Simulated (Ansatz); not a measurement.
Consider the following.

ZnS:
```cif
data_SZn
_chemical_formula_sum 'Zn1 S1'
_space_group_name_H-M_alt 'P 1'
_space_group_IT_number 1
_cell_length_a 3.74541
_cell_length_b 3.74541
_cell_length_c 3.74541
_cell_angle_alpha 60.000
_cell_angle_beta 60.000
_cell_angle_gamma 60.000
loop_
_space_group_symop_operation_xyz
  'x, y, z'
loop_
_atom_site_label
_atom_site_type_symbol
_atom_site_fract_x
_atom_site_fract_y
_atom_site_fract_z
_atom_site_occupancy
Zn1 Zn 0.00000 0.00000 0.00000 1
S1 S 0.75000 0.75000 0.75000 1
```

This is the LDA-relaxed structure.

**Question.** All from DFT-LDA in the program Ansatz with PAW potentials, unless another level is named. Give the Hill bulk and shear moduli.

**Answer.** 86.5 and 37.3 GPa.

**Question.** Next, the highest zone-centre frequency (without LO–TO term)?

**Answer.** 291 cm⁻¹.

**Question.** Next, the zero-point energy?

**Answer.** 41.2 meV/atom.

Space group F-43m (zinc blende). The cell was relaxed with LDA under the symmetry of its start; phonons on a q-mesh show no instability.

Potentials: the earlier of the program's two PAW sets.
